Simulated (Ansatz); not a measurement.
Rb$_{3}$NaW$_{2}$O$_{8}$:
```yaml
crystal:
  lattice:
    - [6.14830, 0.00000, 0.00000]
    - [-3.07415, 5.32458, 0.00000]
    - [0.00000, 0.00000, 7.90222]
  atoms:
    - { symbol: Rb, position: [0.00000, 0.00000, 0.50000] }
    - { symbol: Rb, position: [0.66667, 0.33333, 0.15791] }
    - { symbol: Rb, position: [0.33333, 0.66667, 0.84209] }
    - { symbol: Na, position: [0.00000, 0.00000, 0.00000] }
    - { symbol: W, position: [0.66667, 0.33333, 0.72206] }
    - { symbol: W, position: [0.33333, 0.66667, 0.27794] }
    - { symbol: O, position: [0.82290, 0.64580, 0.80400] }
    - { symbol: O, position: [0.17710, 0.35420, 0.19600] }
    - { symbol: O, position: [0.35420, 0.17710, 0.80400] }
    - { symbol: O, position: [0.64580, 0.82290, 0.19600] }
    - { symbol: O, position: [0.82290, 0.17710, 0.80400] }
    - { symbol: O, position: [0.17710, 0.82290, 0.19600] }
    - { symbol: O, position: [0.66667, 0.33333, 0.49811] }
    - { symbol: O, position: [0.33333, 0.66667, 0.50189] }
```

Relaxed with r²SCAN.

Question: Give the Bader charges and basin volumes of the independent atoms, r²SCAN (plane waves, PAW; program Ansatz).

Answer: 

```
atom  Bader charge (e)  Bader volume (Å³)
----  ----------------  -----------------
Rb1              +0.90               26.9
Rb2              +0.87               24.6
Na4              +0.90                8.7
W5               +2.87               11.6
O7               -1.17               18.2
O13              -1.14               20.6
```

Space group P-3m1. The workflow started from a Materials Project entry (that database holds measured and hypothetical structures alike); the Crystallography Open Database copy checked does not list it. Whether it is the stable phase at ambient conditions was not checked. Symmetry was held in the r²SCAN relaxation; whether a distortion lowers the energy is not shown. No spin polarisation was allowed. No Hubbard U is applied. Scalar-relativistic: spin–orbit coupling is off unless named, which matters more the heavier the elements.

Potentials: the later of the program's two PAW sets.
